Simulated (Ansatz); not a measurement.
CoSi2:
```
CoSi2
1.0
    4.11912     0.00000     0.00000
   -2.05956     3.56726     0.00000
    0.00000     0.00000     2.47782
Co Si
1 2
Direct
  0.00000   0.00000   0.00000
  0.33333   0.66667   0.50000
  0.66667   0.33333   0.50000
```

Relaxed with PBEsol. Special points in fractions of this cell's reciprocal vectors: Γ (0.000, 0.000, 0.000); M (0.500, 0.000, 0.000); K (0.333, 0.333, 0.000); A (0.000, 0.000, 0.500); L (0.500, 0.000, 0.500); H (0.333, 0.333, 0.500).

**Question.** List the band energies nearest the Fermi level at these points for the program Ansatz at the PBEsol level (PAW).

**Answer.** In eV from the Fermi level; about four levels below and three above (degenerate sets whole), none deeper than 8.9 eV; points with the same levels are listed once.

```tsv
k	below	above
Γ	-1.83 -1.83 -0.54 -0.54	0.43 0.43 3.53
M	-2.15 -0.64 -0.56 -0.04	4.51 5.38 5.56
K	-2.31 -2.31 -0.61 -0.61	1.91 2.20 2.20
A	-2.07 -2.07 -0.83 -0.83 -0.35	0.54 3.22 5.25 5.25
L	-4.36 -1.39 -1.37 -0.51	0.58 0.83 0.85
H	-1.01 -1.01 -0.81 -0.81	2.05 4.76 6.71 6.71
```

Space group P6/mmm. The cell is a constructed one: a structure type filled with these elements; neither database checked (COD, Materials Project) lists it. It is not the phase usual at ambient conditions (space group No. 225). Symmetry was held in the PBEsol relaxation. At this level the phase is dynamically unstable (imaginary phonons). The workflow began spin-polarised and lost its moments. The cell computed holds one magnetic atom, so no antiferromagnetic order was within reach.

Potentials: the earlier of the program's two PAW sets. The files were generated under PBE; for other functionals the program regenerates the frozen cores, and for LDA and PBEsol the local potential too.
